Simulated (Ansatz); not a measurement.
An Ansatz (a quantum-chemistry and plane-wave program) input:

Ansatz 0.2 input:
```yaml
crystal:
  lattice:
    - [3.6322395742, 0.0, 0.0]
    - [-1.8161197871, 3.1456117439, 0.0]
    - [0.0, 0.0, 5.7005920085]
  atoms:
    - { symbol: Sn, position: [0.0, 0.0, 0.0] }
    - { symbol: S, position: [0.3333333333, 0.6666666667, 0.2573546552] }
    - { symbol: S, position: [0.6666666667, 0.3333333333, 0.7426453448] }
kpoints:
  mp_grid: { grid: [8, 8, 4] }
basis: { xc_grid: 2 }
hamiltonian:
  xc: lda
  pseudopotentials: { kind: paw }
scf:
  occupations: { method: fixed }
output:
  optics: { e_range: [0.0, 15.0], de: 0.05, sigma: 0.1, bands: { spectra_wanted_up_to: 12 eV } }
```

How many symmetry operations and irreducible k-points will the run report?

12 operations, 35 of 256 k-points.

With a cutoff of 420 eV, how many plane waves at Γ?

1243.

It took roughly 90 core-seconds on shared server cores.

Space group P-3m1 (CdI2 type). The cell was relaxed with LDA under the symmetry of its start. A crystal of weakly bound layers computed without a dispersion correction: the cell and the soft elastic constants depend strongly on that. Spin–orbit coupling is left out wherever it is not named.

Potentials: the later of the program's two PAW sets.

Ansatz is a plane-wave DFT program.
